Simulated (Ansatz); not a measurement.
Rb3YF6:
```
CELL_PARAMETERS angstrom
      0.00000     4.78279     4.78279
      4.78279     0.00000     4.78279
      4.78279     4.78279     0.00000
ATOMIC_POSITIONS crystal
  Rb 0.75000 0.75000 0.75000
  Rb 0.25000 0.25000 0.25000
  Rb 0.50000 0.50000 0.50000
  Y  0.00000 0.00000 0.00000
  F  0.77446 0.22554 0.22554
  F  0.22554 0.77446 0.77446
  F  0.22554 0.77446 0.22554
  F  0.77446 0.22554 0.77446
  F  0.22554 0.22554 0.77446
  F  0.77446 0.77446 0.22554
```

Relaxed with r²SCAN.

Which orbitals make up the states near the band edges in the program Ansatz at the r²SCAN level (PAW)?

Top 1 eV of the valence band: F 2p 97 %. Bottom 1 eV of the conduction band: Rb 5s 75 %, F 2s 9 %, Y 5s 7 %. Projections are on Löwdin-orthogonalised atomic valence shells; empty p or d shells of many metals are not among them.

Tabulate the density of states.

States/eV per cell of 10 atoms, in 0.25 eV bins, energy from the valence-band maximum.

```csv
E (eV),total,F 2p,Rb 4p,Y 4d
-7.85,37.08,0.16,36.64,0.10
-7.60,10.91,0.02,10.85,0.02
-7.35,0.00,0.00,0.00,0.00
-7.10,0.00,0.00,0.00,0.00
-6.85,0.00,0.00,0.00,0.00
-6.60,0.00,0.00,0.00,0.00
-6.35,0.00,0.00,0.00,0.00
-6.10,24.00,1.31,22.50,0.01
-5.85,0.00,0.00,0.00,0.00
-5.60,0.00,0.00,0.00,0.00
-5.35,0.00,0.00,0.00,0.00
-5.10,0.00,0.00,0.00,0.00
-4.85,0.00,0.00,0.00,0.00
-4.60,0.00,0.00,0.00,0.00
-4.35,0.00,0.00,0.00,0.00
-4.10,0.00,0.00,0.00,0.00
-3.85,0.00,0.00,0.00,0.00
-3.60,0.00,0.00,0.00,0.00
-3.35,0.00,0.00,0.00,0.00
-3.10,0.00,0.00,0.00,0.00
-2.85,0.00,0.00,0.00,0.00
-2.60,0.00,0.00,0.00,0.00
-2.35,0.00,0.00,0.00,0.00
-2.10,0.00,0.00,0.00,0.00
-1.85,0.00,0.00,0.00,0.00
-1.60,0.35,0.30,0.00,0.03
-1.35,16.68,14.58,0.14,1.42
-1.10,29.28,25.65,0.46,2.57
-0.85,3.15,2.88,0.08,0.03
-0.60,32.64,31.65,0.16,0.03
-0.35,26.95,26.32,0.13,0.02
-0.10,34.95,33.81,0.59,0.02
0.15,0.00,0.00,0.00,0.00
0.40,0.00,0.00,0.00,0.00
0.65,0.00,0.00,0.00,0.00
0.90,0.00,0.00,0.00,0.00
1.15,0.00,0.00,0.00,0.00
1.40,0.00,0.00,0.00,0.00
1.65,0.00,0.00,0.00,0.00
1.90,0.00,0.00,0.00,0.00
2.15,0.00,0.00,0.00,0.00
2.40,0.00,0.00,0.00,0.00
2.65,0.00,0.00,0.00,0.00
2.90,0.00,0.00,0.00,0.00
3.15,0.00,0.00,0.00,0.00
3.40,0.00,0.00,0.00,0.00
3.65,0.00,0.00,0.00,0.00
3.90,0.00,0.00,0.00,0.00
4.15,0.00,0.00,0.00,0.00
4.40,0.00,0.00,0.00,0.00
4.65,0.00,0.00,0.00,0.00
4.90,0.00,0.00,0.00,0.00
5.15,0.00,0.00,0.00,0.00
5.40,0.00,0.00,0.00,0.00
5.65,0.00,0.00,0.00,0.00
5.90,0.00,0.00,0.00,0.00
6.15,0.00,0.00,0.00,0.00
6.40,0.00,0.00,0.00,0.00
6.65,0.03,0.00,0.00,0.00
6.90,0.29,0.00,0.00,0.00
7.15,0.47,0.01,0.00,0.00
7.40,0.64,0.02,0.01,0.00
7.65,0.83,0.03,0.01,0.00
7.90,1.03,0.04,0.01,0.01
8.15,1.39,0.07,0.02,0.01
8.40,1.91,0.10,0.03,0.03
8.65,1.70,0.10,0.02,0.04
8.90,2.18,0.14,0.02,0.12
9.15,2.24,0.17,0.02,0.33
9.40,18.51,1.50,0.06,11.72
9.65,16.36,0.93,0.05,7.75
9.90,9.84,0.21,0.03,0.88
10.15,6.67,0.10,0.01,0.34
10.40,6.22,0.07,0.00,0.31
10.65,7.06,0.07,0.00,0.25
10.90,15.41,0.19,0.00,0.72
11.15,3.23,0.03,0.00,0.13
11.40,5.13,0.04,0.00,0.11
```

Space group Fm-3m. The workflow started from a Materials Project entry (that database holds measured and hypothetical structures alike); the Crystallography Open Database copy checked does not list it. COD files the formula under space group No. 139, so this cell is another polymorph or a model. Whether it is the stable phase at ambient conditions was not checked. The cell was relaxed with r²SCAN under the symmetry of its start; its stability against distortions is not shown here. The run is not spin-polarised. Scalar-relativistic: spin–orbit coupling is off unless named, which matters more the heavier the elements.

Potentials: the later of the program's two PAW sets.
